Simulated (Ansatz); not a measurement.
# PbS: sound and stiffness along [100], [110] and [111]

Method: DFT PBE, scalar-relativistic, plane waves, PAW (Ansatz). Cutoff 420 eV, 10×10×10 k-points (Γ-centred), fixed occupations. No spin polarisation.

The cell is fixed (symmetry leaves no force on the atoms) and stands under 0.0 GPa:
```yaml
crystal:
  lattice:
    - [0.00000, 3.00400, 3.00400]
    - [3.00400, 0.00000, 3.00400]
    - [3.00400, 3.00400, 0.00000]
  atoms:
    - { symbol: Pb, position: [0.00000, 0.00000, 0.00000] }
    - { symbol: S, position: [0.50000, 0.50000, 0.50000] }
```

The cell is the ideal cubic rocksalt prototype. Spin–orbit coupling is left out, which can shift energies with elements as heavy as these.

With ions relaxed, on the cubic axes: C11 = 125.1, C12 = 16.9, C44 = 20.1 GPa. The density is 7.328 g/cm³. Zone-centre modes weren't checked beside this run.

Question: Is the crystal stable against strain, and how anisotropic is it?

Answer: Born's conditions hold: C11 + 2C12 = 158.8, C11 − C12 = 108.2 and C44 = 20.1 GPa are all positive. B = (C11 + 2C12)/3 = 52.9 GPa. The two shear moduli are C44 and C′ = (C11 − C12)/2 = 54.1 GPa, so Zener's ratio is A = C44/C′ = 0.37: the shear C44 is the soft one, as in NaCl, KCl, the halide perovskites and the bcc metals V, Nb, Cr and Mo. The Cauchy pressure C12 − C44 is -3.2 GPa; it would vanish for pair forces between atoms on inversion centres at zero pressure, and a negative value is usual with directional bonding, though many-body forces give one in some ionic oxides too.

Question: Give the sound speeds along the three symmetry directions.

Answer: The Christoffel equation gives ρv² for each branch:
| direction | branch | ρv² | GPa | v (m/s) |
| --- | --- | --- | --- | --- |
| [100] | L | C11 | 125.1 | 4132 |
| [100] | T (×2) | C44 | 20.1 | 1654 |
| [110] | L | (C11 + C12 + 2C44)/2 | 91.0 | 3525 |
| [110] | T, u ∥ [001] | C44 | 20.1 | 1654 |
| [110] | T, u ∥ [1-10] | (C11 − C12)/2 | 54.1 | 2718 |
| [111] | L | (C11 + 2C12 + 4C44)/3 | 79.7 | 3297 |
| [111] | T (×2) | (C11 − C12 + C44)/3 | 42.8 | 2416 |

Question: How does Young's modulus depend on direction?

Answer: Inverting gives S11 = 8.257, S12 = -0.981, S44 = 49.875 TPa⁻¹. Along a unit vector (l, m, n), 1/E = S11 − 2(S11 − S12 − S44/2)(l²m² + m²n² + n²l²), where the last bracket is 0, 1/4 and 1/3 for [100], [110] and [111]: E = 121, 62 and 53 GPa. With A < 1 the cube edge is stiffest. For a film on (001), the biaxial modulus is C11 + C12 − 2C12²/C11 = 137 GPa and the normal strain is −2C12/C11 = -0.27 times the in-plane one.

Cost: 1 run of about 0.18 core-minutes, on Intel Xeon 6975P-C (Granite Rapids) (shared hosts).